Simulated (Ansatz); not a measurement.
NbP (CsCl type, Pm-3m) under volume change, plane-wave PAW PBE (Ansatz code), scaled uniformly.

```tsv
V (Å³/atom)	E − E(relaxed) (meV/atom)	P (GPa)
13.680	85.7	22.05
14.131	36.0	13.49
14.582	8.5	6.21
15.033	0.0	0.00
15.484	7.7	-5.30
15.935	29.1	-9.82
16.386	62.3	-13.66
```

Problem. What does a third-order Birch–Murnaghan fit give for V₀, B₀ and B′?

Solution. V₀ = 15.03 Å³/atom, B₀ = 191 GPa, B′ = 4.3.

The cell is a constructed one: a structure type filled with these elements; neither database checked (COD, Materials Project) lists it. COD files the formula under space group No. 141, so this cell is another polymorph or a model. Whether it is the stable phase at ambient conditions was not checked. Symmetry was held in the PBE relaxation; its stability against distortions is not shown here. No spin polarisation was allowed.

Potentials: the earlier of the program's two PAW sets.
